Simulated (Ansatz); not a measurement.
## Structures of Sn3Br2: which is lowest?

Plane-wave DFT in Ansatz with scalar-relativistic PAW potentials, cutoff 420 eV, Γ-centred meshes chosen by cell and gap, Gaussian smearing with energies taken to zero width. Every cell was relaxed (cell and atoms) in a run of its own, within the symmetry of its start. Functional: PBE.

Relaxed structures (starts from databases or built by putting these elements on another compound's sites):
A. R-3c, 10 atoms in the computed cell, a = 5.712 Å, c = 45.597 Å; sites (symmetry × multiplicity) Sn .2 × 18, Br 3. × 12; start: built
B. P-3m1, 5 atoms in the computed cell, a = 4.592 Å, c = 12.082 Å; sites (symmetry × multiplicity) Sn -3m. × 1 + 3m. × 2, Br 3m. × 2; start: built

**Question.** Rank them by energy. Could pressure change the order?

**Answer.**
| structure | group | E − E(lowest) (meV/atom) | V (Å³/atom) | gap on mesh (eV) |
| --- | --- | --- | --- | --- |
| B | P-3m1 | 0.0 | 44.13 | 0.00 |
| A | R-3c | 56 | 42.95 | 0.00 |

B is lowest, 56 meV/atom under A. The two lowest differ in volume by under 3 %, too little for a first-order estimate of what pressure does to that pair (other pairs aren't weighed here); with rigid cells even 3 % in favour of the higher one would need about 7 GPa. Other structures may lie lower than all of these, and vibrations aren't counted.